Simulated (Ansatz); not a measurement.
In r²SCAN (plane waves, PAW; program Ansatz), Si$_{3}$N$_{4}$ in the cubic phase (Fd-3m; Si on 16c, Si on 8b, N on 32e) relaxes to a = 7.730 Å. Si on 16c has 6 nearest neighbours from 1.88 Å (octahedral); Si on 8b has 4 nearest neighbours from 1.77 Å (tetrahedral). Against the elements it lies at -1.11 eV/atom, with no fitted shifts.

It is gapped at this level: 4.03 eV (smallest direct gap 4.05 eV). The valence maximum lies on the K–Γ line, 60 % of the way from K and the conduction minimum at Γ. HSE06 on the same cell gives 4.76 eV. The hole mass is 0.34, 1.1, 6.4 mₑ (principal values).

The relaxed-ion elastic constants in GPa are C11 = 565, C12 = 200, C44 = 359. The elastic constants imply a Debye temperature near 1340 K. Perturbation theory gives ε∞ = 4.90. Letting the ions move raises it to ε0 = 12.0. Born charges are Si +3.58 to +3.68, N -2.73 e. The phonon dispersion is stable (no imaginary branch). Without the LO–TO term the highest mode at Γ lies at 981 cm⁻¹. Bader charges are Si +3.15 to +3.21, N -2.39 e.

The r²SCAN relaxation kept the symmetry of its start. The references are the lowest solids computed at this level, not always the standard phases (solids in place of the gases).

Potentials: the later of the program's two PAW sets.
